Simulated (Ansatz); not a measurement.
Input:

FeC8:
```cif
data_C16Fe2
_chemical_formula_sum 'C16 Fe2'
_space_group_name_H-M_alt 'P 1'
_space_group_IT_number 1
_cell_length_a 3.37066
_cell_length_b 4.98800
_cell_length_c 8.63462
_cell_angle_alpha 90.000
_cell_angle_beta 90.000
_cell_angle_gamma 90.000
loop_
_space_group_symop_operation_xyz
  'x, y, z'
loop_
_atom_site_label
_atom_site_type_symbol
_atom_site_fract_x
_atom_site_fract_y
_atom_site_fract_z
_atom_site_occupancy
C1 C 0.00000 0.25219 0.08398 1
C2 C 0.00000 0.50000 0.33171 1
C3 C 0.00000 0.50000 0.83321 1
C4 C 0.00000 0.74781 0.08398 1
C5 C 0.00000 0.25219 0.91602 1
C6 C 0.00000 0.50000 0.16679 1
C7 C 0.00000 0.50000 0.66829 1
C8 C 0.00000 0.74781 0.91602 1
Fe1 Fe 0.50000 0.00000 0.00000 1
C9 C 0.00000 0.75219 0.58398 1
C10 C 0.00000 0.00000 0.83171 1
C11 C 0.00000 0.00000 0.33321 1
C12 C 0.00000 0.24781 0.58398 1
C13 C 0.00000 0.75219 0.41602 1
C14 C 0.00000 0.00000 0.66679 1
C15 C 0.00000 0.00000 0.16829 1
C16 C 0.00000 0.24781 0.41602 1
Fe2 Fe 0.50000 0.50000 0.50000 1
```
The run is spin-polarised; directions of the spins, atom by atom: 0 0 0 0 0 0 0 0 ↑ 0 0 0 0 0 0 0 0 ↓.

This is the PBE+D3(BJ)-relaxed structure.

Question: All from PBE+D3(BJ) (plane waves, PAW; program Ansatz), unless another level is named. Estimate the electronic character.

Answer: metallic (no gap).

Question: Next, the density of states at the Fermi level?

Answer: 0.11 states/eV per atom (mean over ±0.08 eV).

Question: What about the formation energy from the elements (no fitted shifts)?

Answer: 31 kJ/mol-atom.

Space group P6/mmm. The cell is a constructed one: a structure type filled with these elements; neither database checked (COD, Materials Project) lists it. Its standing as an ambient phase is unchecked. The cell was relaxed with PBE+D3(BJ) under the symmetry of its start, as lowered by the spin order; its stability against distortions is not shown here. Magnetic state: antiferromagnetic, chosen from 4 collinear starts compared on coarse meshes (ties went to the first, and starts can fall back to one state), not a proven ground state. The references are the lowest solids computed at this level, not always the standard phases.

Potentials: the later of the program's two PAW sets.
